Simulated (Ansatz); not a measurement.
Density of states of a Ga5Cu10Au cell (elements on a bcc lattice, relaxed), per eV and atom, broadened by Gaussian smearing of width 0.1 eV and averaged over bins of 0.4 eV, from 8 eV under the Fermi level at most up to where the solved bands end.

These are results of DFT PBEsol, scalar-relativistic, plane waves, PAW in Ansatz 0.2.0, not measurements.

Settings: cutoff 420 eV, Γ-centred mesh 6×6×6 on the computed 16-atom cell, Gaussian smearing of 0.10 eV; no spin polarisation.

```
CELL_PARAMETERS angstrom
5.38128 -0.00116 0.00144
-0.00180 6.22586 -0.20578
0.00189 -0.19417 6.09723
ATOMIC_POSITIONS crystal
Cu 0.00416 0.95566 0.54207
Cu 0.24718 0.20743 0.29366
Cu 0.49400 0.95576 0.54600
Cu 0.00797 0.54453 0.46043
Cu 0.25003 0.79719 0.21433
Cu 0.24434 0.28797 0.70753
Cu 0.74856 0.78220 0.21982
Cu 0.75775 0.28826 0.72060
Cu 0.24271 0.70873 0.78238
Cu 0.75530 0.70907 0.78217
Ga 0.00253 0.02611 0.95318
Ga 0.49543 0.02515 0.95261
Ga 0.00432 0.47809 0.03619
Ga 0.49715 0.47788 0.02090
Ga 0.49235 0.54617 0.47189
Au 0.74650 0.20916 0.29386
```

```tsv
E − E_F (eV)	total	Cu 3d	Ga 4p	Au 5d	Cu 4s
-7.85	0.192	0.019	0.051	0.015	0.033
-7.45	0.181	0.021	0.050	0.018	0.037
-7.05	0.258	0.038	0.062	0.045	0.046
-6.65	0.344	0.055	0.081	0.093	0.063
-6.25	0.476	0.085	0.082	0.197	0.069
-5.85	0.713	0.154	0.082	0.368	0.067
-5.45	0.683	0.224	0.103	0.251	0.059
-5.05	0.582	0.306	0.098	0.083	0.056
-4.65	0.959	0.694	0.116	0.051	0.064
-4.25	1.807	1.551	0.121	0.049	0.050
-3.85	2.132	1.918	0.102	0.043	0.034
-3.45	2.481	2.287	0.086	0.053	0.023
-3.05	2.762	2.575	0.076	0.051	0.027
-2.65	2.627	2.442	0.069	0.054	0.026
-2.25	1.829	1.678	0.059	0.037	0.025
-1.85	0.718	0.530	0.089	0.019	0.037
-1.45	0.448	0.244	0.106	0.015	0.038
-1.05	0.379	0.158	0.109	0.012	0.042
-0.65	0.330	0.109	0.114	0.010	0.041
-0.25	0.292	0.076	0.104	0.007	0.045
0.15	0.298	0.063	0.099	0.007	0.046
0.55	0.243	0.042	0.087	0.005	0.035
0.95	0.209	0.031	0.067	0.004	0.037
1.35	0.234	0.028	0.074	0.003	0.044
1.75	0.250	0.026	0.077	0.003	0.049
```

The columns after the total are the largest Löwdin projections on the valence shells of the potentials, so they needn't add up, and the weight of a shell that a potential lacks goes to other orbitals. The cell has no gap on the mesh.

Spin-orbit coupling is left out, which matters for the bands of heavy elements.

Cost: 2 runs of about 22 core-minutes in all (earlier runs that led there not counted), on AMD EPYC 7R43 (Zen 3) (shared hosts).